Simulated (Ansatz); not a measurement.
YPb₂:
Space group Cmcm (No. 63); a = 4.505 Å, b = 16.394 Å, c = 4.466 Å, α = 90.00°, β = 90.00°, γ = 90.00°

```
atom  site  symmetry       x       y       z
----  ----  --------  ------  ------  ------
Pb      4c       m2m  0.0000  0.4319  0.2500
Y       4c       m2m  0.0000  0.0955  0.2500
Pb      4c       m2m  0.0000  0.2505  0.7500
```
(The calculation used a cell of 6 atoms; values per cell refer to that cell.)

Relaxed with PBEsol.

Q: Which orbitals make up the states near the Fermi level in plane-wave PAW PBEsol (Ansatz code)?

A: Within 0.5 eV of the Fermi level: Y 4d 46 %, Pb 6p 45 %, Pb 6s 6 %. Projections are on Löwdin-orthogonalised atomic valence shells; empty p or d shells of many metals are not among them.

Q: Tabulate the density of states.

A: States/eV per cell of 6 atoms, in 0.25 eV bins, energy from the Fermi level.

| E (eV) | total | Y 4d | Pb 6p | Pb 6s |
|---|---|---|---|---|
| -7.85 | 2.81 | 0.31 | 0.34 | 2.08 |
| -7.60 | 2.63 | 0.30 | 0.34 | 1.91 |
| -7.35 | 2.05 | 0.24 | 0.22 | 1.54 |
| -7.10 | 1.86 | 0.20 | 0.19 | 1.43 |
| -6.85 | 1.45 | 0.09 | 0.18 | 1.15 |
| -6.60 | 0.52 | 0.04 | 0.08 | 0.40 |
| -6.35 | 0.36 | 0.03 | 0.05 | 0.28 |
| -6.10 | 0.31 | 0.02 | 0.04 | 0.25 |
| -5.85 | 0.27 | 0.02 | 0.02 | 0.22 |
| -5.60 | 0.23 | 0.02 | 0.01 | 0.20 |
| -5.35 | 0.05 | 0.00 | 0.00 | 0.04 |
| -5.10 | 0.00 | 0.00 | 0.00 | 0.00 |
| -4.85 | 0.00 | 0.00 | 0.00 | 0.00 |
| -4.60 | 0.00 | 0.00 | 0.00 | 0.00 |
| -4.35 | 0.00 | 0.00 | 0.00 | 0.00 |
| -4.10 | 0.06 | 0.01 | 0.04 | 0.00 |
| -3.85 | 1.49 | 0.16 | 1.08 | 0.04 |
| -3.60 | 2.35 | 0.27 | 1.67 | 0.08 |
| -3.35 | 2.61 | 0.33 | 1.86 | 0.11 |
| -3.10 | 3.19 | 0.41 | 2.32 | 0.17 |
| -2.85 | 2.43 | 0.36 | 1.70 | 0.15 |
| -2.60 | 2.80 | 0.44 | 1.95 | 0.16 |
| -2.35 | 3.00 | 0.43 | 2.15 | 0.18 |
| -2.10 | 3.46 | 0.58 | 2.47 | 0.18 |
| -1.85 | 4.46 | 1.00 | 3.05 | 0.18 |
| -1.60 | 4.50 | 1.12 | 3.00 | 0.18 |
| -1.35 | 4.94 | 1.47 | 3.09 | 0.19 |
| -1.10 | 4.53 | 1.58 | 2.63 | 0.15 |
| -0.85 | 4.95 | 1.92 | 2.71 | 0.16 |
| -0.60 | 4.25 | 1.85 | 2.08 | 0.18 |
| -0.35 | 3.96 | 1.83 | 1.82 | 0.18 |
| -0.10 | 3.38 | 1.50 | 1.56 | 0.20 |
| 0.15 | 3.03 | 1.39 | 1.32 | 0.20 |
| 0.40 | 2.75 | 1.30 | 1.14 | 0.20 |
| 0.65 | 1.85 | 0.97 | 0.66 | 0.13 |
| 0.90 | 2.75 | 1.28 | 1.11 | 0.22 |
| 1.15 | 2.75 | 1.32 | 1.06 | 0.22 |
| 1.40 | 3.40 | 1.77 | 1.17 | 0.27 |
| 1.65 | 4.03 | 2.28 | 1.20 | 0.28 |
| 1.90 | 5.68 | 3.46 | 1.37 | 0.38 |
| 2.15 | 6.52 | 4.13 | 1.41 | 0.43 |
| 2.40 | 6.41 | 4.27 | 1.26 | 0.41 |
| 2.65 | 5.35 | 3.61 | 1.02 | 0.31 |
| 2.90 | 7.57 | 5.03 | 1.40 | 0.37 |
| 3.15 | 7.92 | 5.00 | 1.66 | 0.50 |
| 3.40 | 5.16 | 2.93 | 1.23 | 0.38 |

The workflow started from an entry of the Crystallography Open Database (COD). Whether it is the stable phase at ambient conditions was not checked. The cell was relaxed with PBEsol under the symmetry of its start; its stability against distortions is not shown here. The run is not spin-polarised. Axis ratios of metals converge slowly with the k-mesh, so a and c are less sure than the volume. Scalar-relativistic: spin–orbit coupling is off unless named, which matters more the heavier the elements.

Potentials: the later of the program's two PAW sets.
